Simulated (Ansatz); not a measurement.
CuI in space group P-3m1 (No. 164; Cu on 2d, I on 2d), LDA in the plane-wave PAW code Ansatz. The conduction-band minimum lies at Γ, with 1 equivalent valley. Second derivatives d²E/dk² of the lowest band at one valley (eV·Å²), along Cartesian directions:

```
direction  d²E/dk²
---------  -------
[100]        34.50
[010]        34.50
[001]        49.25
[110]        34.50
[101]        41.91
[011]        41.91
```

### Question
Find the principal effective masses, the density-of-states mass and the conductivity mass.

### Answer
Off-diagonal terms follow from H_xy = H[110] − (H_xx + H_yy)/2, and m*/mₑ = 7.620 eV·Å² over each eigenvalue: 0.15, 0.22, 0.22. One valley's DOS mass (m₁m₂m₃)^(1/3) = 0.20, conductivity mass 3/(Σ 1/mᵢ) = 0.19 mₑ.

### Question
What effective density of states Nc follows at 300 K for parabolic valleys?

### Answer
Nc = 2.509e19 × 1 × (0.20)^(3/2) ≈ 2.2e18 cm⁻³.

### Question
With the computed static dielectric constant 8.03 (mean of the diagonal), estimate a hydrogenic donor's binding energy and radius.

### Answer
E = 13.606 eV × 0.19/8.03² ≈ 40 meV; a = 0.529 Å × ε/m* ≈ 22 Å. Semilocal masses tend to be too small where the gap is.

The first step of the workflow began from a Materials Project structure, measured or hypothetical; the Crystallography Open Database copy checked does not list it. It is not the phase usual at ambient conditions (space group No. 216). The LDA relaxation kept the symmetry of its start; phonons on a q-mesh show no instability. No spin polarisation was allowed. A crystal of weakly bound layers computed without a dispersion correction: the cell and the soft elastic constants depend strongly on that. Spin–orbit coupling is left out wherever it is not named.

Potentials: the later of the program's two PAW sets.
